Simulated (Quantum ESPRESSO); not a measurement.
AlScIn3Au2Zr, input and log of a self-consistent run

Computed values, not a measurement. The program is pw.x of Quantum ESPRESSO 7.5 (plane-wave density functional theory). The cell is made up: eight metal atoms on a face-centred cubic lattice, with elements, volume, strain and displacements drawn at random and not relaxed, so it may be unstable or far from any real phase. PseudoDojo standard norm-conserving files set the functional (PBE unless stated); there is no spin polarisation or spin-orbit coupling, the Fermi-Dirac width of 0.25 eV means electrons at about 2900 K, and the masses in the input are unused placeholders. Heavy elements are run without spin-orbit coupling, which real alloys of them have. A spin test at this wide smearing found no moment, but such smearing suppresses magnetism that the real alloy may have.

Input:

```
&control calculation='scf', pseudo_dir='./dojo.nc.sr.pbe.v0_5.standard.upf', outdir='./o', disk_io='minimal', tprnfor=.true., tstress=.true. /
&system ibrav=0, nat=8, ntyp=5, nbnd=62, ecutwfc=77.98206166, nosym=.true., tot_charge=0,
 occupations='smearing', smearing='fd', degauss=0.0183746611
/
&electrons conv_thr=1.470e-08, electron_maxstep=70, mixing_beta=0.5 /
ATOMIC_SPECIES
Al 1.0 Al.upf
Au 1.0 Au.upf
In 1.0 In.upf
Sc 1.0 Sc.upf
Zr 1.0 Zr.upf
CELL_PARAMETERS angstrom
-4.4708 0.0 0.0
-2.2354 -4.4708 -2.2354
-2.2354 -4.4708 6.7062
ATOMIC_POSITIONS angstrom
Al 0.1157 0.0136 -0.1048
Sc -2.144 -4.507 2.283
In -2.3752 -2.3721 0.009
Au -4.3616 -6.7653 2.2202
Au -4.5904 -4.4034 4.4732
Zr -4.5029 -4.6117 0.0021
In -4.5752 -2.1652 2.2106
In -6.6672 -6.7835 4.3411
K_POINTS automatic
6 5 3 1 1 1
```

The log is shortened where brackets say so; the opening notice, blank lines, dates and the lines on written files are dropped, and the path of the files is cut. It prints rydbergs, bohrs and kilobars, and counts compression as positive stress. Its total energy is the free energy E - TS of the whole cell.

```
     Program PWSCF v.7.5
     Parallel version (MPI & OpenMP), running on       4 processor cores
     Number of MPI processes:                 4
     Threads/MPI process:                     1
     [start-up lines left out]
     bravais-lattice index     =            0
     lattice parameter (alat)  =       8.4486  a.u.
     unit-cell volume          =    1206.0972 (a.u.)^3
     number of atoms/cell      =            8
     number of atomic types    =            5
     number of electrons       =       103.00
     number of Kohn-Sham states=           62
     kinetic-energy cutoff     =      77.9821  Ry
     charge density cutoff     =     311.9282  Ry
     scf convergence threshold =      1.5E-08
     mixing beta               =       0.5000
     number of iterations used =            8  plain     mixing
     Exchange-correlation= PBE
                           (   1   4   3   4   0   0   0)
     [axes and pseudopotential details left out]
   Cartesian axes
     site n.     atom                  positions (alat units)
         1        Al     tau(   1) = (   0.0258790   0.0030420  -0.0234410  )
         2        Sc     tau(   2) = (  -0.4795562  -1.0080970   0.5106469  )
         3        In     tau(   3) = (  -0.5312696  -0.5305762   0.0020131  )
         4        Au     tau(   4) = (  -0.9755748  -1.5132191   0.4966002  )
         5        Au     tau(   5) = (  -1.0267514  -0.9849244   1.0005368  )
         6        Zr     tau(   6) = (  -1.0071799  -1.0315156   0.0004697  )
         7        In     tau(   7) = (  -1.0233515  -0.4842981   0.4944529  )
         8        In     tau(   8) = (  -1.4912767  -1.5172900   0.9709895  )
     number of k points=    45  Fermi-Dirac smearing, width (Ry)=  0.0184
                       cart. coord. in units 2pi/alat
        k(    1) = (  -0.0833333  -0.0750000   0.0333333), wk =   0.0444444
        k(    2) = (  -0.0833333   0.0916667  -0.3000000), wk =   0.0444444
     [further k points left out]
     Dense  grid:   112165 G-vectors     FFT dimensions: (  48,  60,  90)
     Estimated max dynamical RAM per process >     351.61 MB
     Estimated total dynamical RAM >       1.29 GB
     Initial potential from superposition of free atoms
     starting charge     102.9806, renormalised to     103.0000
     Starting wfcs are   71 randomized atomic wfcs
     total cpu time spent up to now is       11.7 secs
     per-process dynamical memory:   270.5 Mb
     Self-consistent Calculation
     iteration #  1     ecut=    77.98 Ry     beta= 0.50
     Davidson diagonalization with overlap
     ethr =  1.00E-02,  avg # of iterations =  2.6
     total cpu time spent up to now is       27.9 secs
     total energy              =   -1193.30957297 Ry
     estimated scf accuracy    <       1.74785269 Ry
     iteration #  2     ecut=    77.98 Ry     beta= 0.50
     Davidson diagonalization with overlap
     ethr =  1.70E-03,  avg # of iterations =  5.3
     total cpu time spent up to now is       47.6 secs
     total energy              =   -1193.27105116 Ry
     estimated scf accuracy    <      11.67128996 Ry
     iteration #  3     ecut=    77.98 Ry     beta= 0.50
     Davidson diagonalization with overlap
     ethr =  1.70E-03,  avg # of iterations =  5.5
     total cpu time spent up to now is       65.9 secs
     total energy              =   -1194.32002320 Ry
     estimated scf accuracy    <       0.26497381 Ry
     iteration #  4     ecut=    77.98 Ry     beta= 0.50
     Davidson diagonalization with overlap
     ethr =  2.57E-04,  avg # of iterations =  3.8
     total cpu time spent up to now is       81.8 secs
     total energy              =   -1194.33939099 Ry
     estimated scf accuracy    <       0.05185666 Ry
     iteration #  5     ecut=    77.98 Ry     beta= 0.50
     Davidson diagonalization with overlap
     ethr =  5.03E-05,  avg # of iterations =  6.7
     total cpu time spent up to now is      104.9 secs
     total energy              =   -1194.34114418 Ry
     estimated scf accuracy    <       0.06974089 Ry
     [iterations 6 to 8 left out]
     iteration #  9     ecut=    77.98 Ry     beta= 0.50
     Davidson diagonalization with overlap
     ethr =  2.36E-07,  avg # of iterations =  4.6
     total cpu time spent up to now is      175.4 secs
     total energy              =   -1194.35035604 Ry
     estimated scf accuracy    <       0.00013800 Ry
     iteration # 10     ecut=    77.98 Ry     beta= 0.50
     Davidson diagonalization with overlap
     ethr =  1.34E-07,  avg # of iterations =  2.0
     total cpu time spent up to now is      188.1 secs
     total energy              =   -1194.35037046 Ry
     estimated scf accuracy    <       0.00000186 Ry
     iteration # 11     ecut=    77.98 Ry     beta= 0.50
     Davidson diagonalization with overlap
     ethr =  1.80E-09,  avg # of iterations =  6.2
     total cpu time spent up to now is      205.6 secs
     total energy              =   -1194.35037134 Ry
     estimated scf accuracy    <       0.00000147 Ry
     iteration # 12     ecut=    77.98 Ry     beta= 0.50
     Davidson diagonalization with overlap
     ethr =  1.42E-09,  avg # of iterations =  2.0
     total cpu time spent up to now is      218.0 secs
     total energy              =   -1194.35037149 Ry
     estimated scf accuracy    <       0.00000007 Ry
     iteration # 13     ecut=    77.98 Ry     beta= 0.50
     Davidson diagonalization with overlap
     ethr =  6.55E-11,  avg # of iterations =  5.5
     total cpu time spent up to now is      233.9 secs
     End of self-consistent calculation
     [lines on levels left out]
!    total energy              =   -1194.35037150 Ry
     estimated scf accuracy    <          9.0E-09 Ry
     smearing contrib. (-TS)   =      -0.07183682 Ry
     internal energy E=F+TS    =   -1194.27853468 Ry
     The total energy is F=E-TS. E is the sum of the following terms:
     one-electron contribution =    -484.53286911 Ry
     hartree contribution      =     296.85753639 Ry
     xc contribution           =    -262.66437068 Ry
     ewald contribution        =    -743.93883127 Ry
     convergence has been achieved in  13 iterations
     Forces acting on atoms (cartesian axes, Ry/au):
     atom    1 type  1   force =    -0.00571741    0.00255219   -0.00670112
     atom    2 type  4   force =    -0.01589399   -0.00012720    0.03245969
     atom    3 type  3   force =     0.01471446    0.00614152   -0.00447067
     atom    4 type  2   force =    -0.01368383    0.01572376   -0.00044515
     atom    5 type  2   force =     0.00837147   -0.01556748    0.00080707
     atom    6 type  5   force =    -0.00596143    0.01909487   -0.03702719
     atom    7 type  3   force =     0.01849446   -0.02618122    0.00886647
     atom    8 type  3   force =    -0.00032374   -0.00163644    0.00651091
     Total force =     0.073040     Total SCF correction =     0.000253
     Computing stress (Cartesian axis) and pressure
          total   stress  (Ry/bohr**3)                   (kbar)     P=      -40.95
  -0.00035321   0.00001064   0.00000593          -51.96        1.57        0.87
   0.00001064  -0.00021485   0.00001185            1.57      -31.60        1.74
   0.00000593   0.00001185  -0.00026702            0.87        1.74      -39.28
     init_run     :      9.56s CPU     10.13s WALL (       1 calls)
     electrons    :    220.73s CPU    222.26s WALL (       1 calls)
     forces       :      2.29s CPU      2.33s WALL (       1 calls)
     stress       :      7.80s CPU      8.07s WALL (       1 calls)
     [timing details left out]
     PWSCF        :   4m 2.02s CPU   4m 4.46s WALL
     JOB DONE.
```

In other units: free energy -16249.965 eV for the cell, pressure -4.09 GPa, largest force component 0.952 eV/Å in size. The run took 246 s of wall time with four MPI processes on a shared machine (AMD EPYC, older, virtual cores), so the time is rough. A rerun of this cell at a higher cutoff and on a denser mesh moved values by no more than 0.005 eV in energy, 0.05 GPa in stress and 0.011 eV/Å in force, and a second program with other atomic files agreed on that cell to 2 % rms in force and 0.5 GPa in pressure.